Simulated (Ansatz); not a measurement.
How settings move the G0W0 gap of ZnSe (F-43m)

ZnSe (F-43m) from a database of computed structures, relaxed with r2SCAN; one-shot G0W0 in Ansatz without spin-orbit coupling. No spin polarisation and no zero-point or thermal motion.

```
CELL_PARAMETERS angstrom
0.00000 2.83243 2.83243
2.83243 0.00000 2.83243
2.83243 2.83243 0.00000
ATOMIC_POSITIONS crystal
Zn 0.00000 0.00000 0.00000
Se 0.75000 0.75000 0.75000
```

Gaps are read over the mesh points alone. G0W0 here is at a finite number of bands, screening cutoff and k mesh, not at the basis limit.

| start | potentials | frequency model | mesh | empty bands | screening cutoff (eV) | Kohn-Sham gap (eV) | G0W0 gap (eV) |
| --- | --- | --- | --- | --- | --- | --- | --- |
| PBE | PAW | contour deformation | 6×6×6 | 135 | 120 | 1.29 | 2.38 |
| PBE | PAW | contour deformation | 6×6×6 | 336 | 220 | 1.29 | 2.34 |
| HSE06 | PAW | contour deformation | 6×6×6 | 336 | 220 | 2.42 | 2.93 |
| r2SCAN | PAW | contour deformation | 6×6×6 | 336 | 220 | 1.87 | 2.65 |
| PBE0 | PAW | contour deformation | 6×6×6 | 336 | 220 | 3.05 | 3.11 |
| PBE | PAW | Godby-Needs pole | 6×6×6 | 336 | 220 | 1.29 | 2.38 |
| PBE | PAW | contour deformation | 8×8×8 | 73 | 80 | 1.29 | 2.45 |
| PBE | norm-conserving | contour deformation | 6×6×6 | 336 | 220 | 1.29 | 2.30 |

G0W0 moves the gap on the mesh from 1.29 eV (PBE) to 2.34 eV (direct at Γ). Renormalisation factors Z lie between 0.74 and 0.80.

Raising bands and cutoff together moves the gap by -0.04 eV (120 to 220 eV); the last step is still large, so the basis limit isn't reached. Starting from HSE06 (2.42 eV against PBE's 1.29 eV) gives 2.93 eV, +0.59 eV from G0W0@PBE at the same screening cutoff. Starting from r2SCAN (1.87 eV against PBE's 1.29 eV) gives 2.65 eV, +0.31 eV from G0W0@PBE at the same screening cutoff. Starting from PBE0 (3.05 eV against PBE's 1.29 eV) gives 3.11 eV, +0.77 eV from G0W0@PBE at the same screening cutoff. The Godby-Needs plasmon pole differs from contour deformation by +0.04 eV. Norm-conserving potentials (wave cutoff 1170 eV against 420 eV) shift the quasiparticle gap by -0.04 eV and the PBE gap by 0.00 eV. r2SCAN runs take a wave cutoff of 500 eV.

With a shallow d shell on the cation, G0W0 converges slowly in bands and cutoff, so these values are in doubt.
